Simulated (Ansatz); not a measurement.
## Field gradients of Si3N4 from run to run

Cell of run 1: a Materials Project structure (computed, not necessarily an observed phase), taken as it stands.

Space group P6_3/m (No. 176); a = 7.6045, c = 2.9052 Å, γ = 120.00°.

| site | Wyckoff | site symmetry | x | y | z |
| --- | --- | --- | --- | --- | --- |
| Si | 6h | m.. | 0.2311 | 0.8249 | 0.7500 |
| N7 | 2d | -6.. | 0.3333 | 0.6667 | 0.7500 |
| N9 | 6h | m.. | 0.9692 | 0.6699 | 0.7500 |

One atom of each set is listed.

All runs are DFT with Ansatz 0.2.0 (plane waves and PAW, scalar-relativistic unless spin–orbit coupling is named, Γ-centred meshes, Fermi–Dirac smearing where given) in this cell.

Run 1: PBE, atoms as given; 420 eV, 4×4×10 k-points, smearing 0.02 eV.
Run 2: r2SCAN, atoms as given; 500 eV, 4×4×10 k-points, smearing 0.02 eV.
Run 3: LDA, atoms as given; 420 eV, 4×4×10 k-points, smearing 0.02 eV.

```csv
run,Si V_zz (η),N7 V_zz (η),N9 V_zz (η)
1,0.96 (0.48),-4.91 (0.00),-4.94 (0.07)
2,?,?,?
3,0.95 (0.49),-4.72 (0.00),-4.76 (0.07)
```

V_zz in 10²¹ V/m².

Q: Estimate the row of run 2.

A: Si: 0.95 (0.46); N7: -4.98 (0.00); N9: -4.92 (0.07). It lies nearest to run 1, from whose tensors on these sites it differs by 0.07 at most (largest principal value of the difference, on N7).

The cell isn't the equilibrium one in run 1 (calculated pressure 6 GPa), and the entry's cell may itself be off.
